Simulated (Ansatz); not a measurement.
The relaxed structure here is a generated cell of CaSnSe3: the first start was made by placing the elements on the sites of a structure type, and the end was not matched to a known phase here, so it may be hypothetical.

The start is a generated cell, CaSnSe3 placed in the GdFeO3 structure type. A full variable-cell relaxation at zero pressure is run with r2SCAN (plane waves to 500 eV, PAW, scalar-relativistic; Ansatz, an electronic-structure program). The first steps use a coarse 3×2×3 k-mesh.

The start:
```
CELL_PARAMETERS angstrom
      7.16080     0.00000     0.00000
      0.00000    10.10388     0.00000
      0.00000     0.00000     7.13690
ATOMIC_POSITIONS crystal
  Ca 0.48770 0.25000 0.99160
  Ca 0.98770 0.25000 0.50840
  Ca 0.51230 0.75000 0.00840
  Ca 0.01230 0.75000 0.49160
  Sn 0.00000 0.00000 0.00000
  Sn 0.50000 0.50000 0.50000
  Sn 0.00000 0.50000 0.00000
  Sn 0.50000 0.00000 0.50000
  Se 0.03130 0.25000 0.05860
  Se 0.53130 0.25000 0.44140
  Se 0.96870 0.75000 0.94140
  Se 0.46870 0.75000 0.55860
  Se 0.28800 0.53700 0.21300
  Se 0.78800 0.96300 0.28700
  Se 0.71200 0.03700 0.78700
  Se 0.21200 0.46300 0.71300
  Se 0.71200 0.46300 0.78700
  Se 0.21200 0.03700 0.71300
  Se 0.28800 0.96300 0.21300
  Se 0.78800 0.53700 0.28700
```

Q: What pressure does the first self-consistent step give?

A: +4.5 GPa (positive: the cell is compressed).

Q: Which atoms feel the largest initial force, and how large is it?

A: 1.34 eV/Å, on Se9, Se10, Se11, Se12 (atoms numbered as listed).

Q: Is the relaxed structure metallic? Give its gap.

A: 0.54 eV, direct at Γ (no spin-orbit coupling).

The space group stays Pnma (No. 62) (the run could not lower it), with 20 atoms in the primitive cell. Final values are on a 4×3×4 k-mesh of the relaxed cell. No spin polarisation in the result.

The run could not lose the symmetry of its start: the end is stationary, and may be a saddle point rather than a minimum.
